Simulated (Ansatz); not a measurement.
**Tl, one cell by several methods**

```
Tl
1.0
     3.49734    0.00000    0.00000
    -1.74867    3.02878    0.00000
     0.00000    0.00000    5.64656
Tl
2
Direct
  0.33333 0.66667 0.25000
  0.66667 0.33333 0.75000
```

Atoms are numbered in the order listed.

Structure from Materials Project entry mp-82 (possibly hypothetical), not relaxed further.

No spin–orbit coupling, which matters for the heavy atoms here.

Methods: DFT, PBE, PAW with Ansatz's default frozen-core files, scalar-relativistic (Ansatz 0.2.0); DFT, PBE, all-electron PAW with datasets made for the crystal, scalar-relativistic (Ansatz 0.2.0); DFT, PBE, all-electron LAPW, scalar-relativistic (Ansatz 0.2.0).

For PAW: a Γ-centred 11×11×6 k mesh, Fermi–Dirac smearing of 0.05 eV, cutoff 420 eV, no spin polarisation. The crystal-made all-electron datasets (AE datasets) take a cutoff of 260 eV at this cell. LAPW targets a basis error of 0.25 meV/atom. The Ansatz runs share mesh, smearing and spin set-up. Plane-wave (PAW) pressures include the program's estimate of the Pulay term.

Stress and pressure are positive in compression.

No spin–orbit coupling: at heavy atoms the gradients can be off by tens of per cent for that reason.

In a metal, gradients converge slowly with the k mesh: the values move by tens of per cent from one mesh to another, at times in sign, so only the comparison on one mesh counts.

Levels count from the Fermi level.

| quantity | PAW | AE datasets | LAPW |
| --- | --- | --- | --- |
| pressure (GPa) | 1.42 | 1.43 | 1.42 |
| stress xx (GPa) | 1.56 | 1.57 | 1.57 |
| stress zz (GPa) | 1.12 | 1.13 | 1.13 |
| highest filled level at K (eV) | -1.160 | -1.160 | -1.160 |
| lowest empty level at K (eV) | 1.656 | 1.656 | 1.656 |
| highest filled level at A (eV) | -8.371 | -8.371 | -8.371 |
| lowest empty level at A (eV) | 3.089 | 3.089 | 3.089 |
| highest filled level at H (eV) | -0.781 | -0.781 | -0.781 |
| lowest empty level at H (eV) | 0.268 | 0.268 | 0.268 |
| field gradient Vzz at Tl1 (10²¹ V/m²) | -1.11 | -1.12 | – |

PAW's pressure differs from the LAPW value by about 0.01 GPa or less.
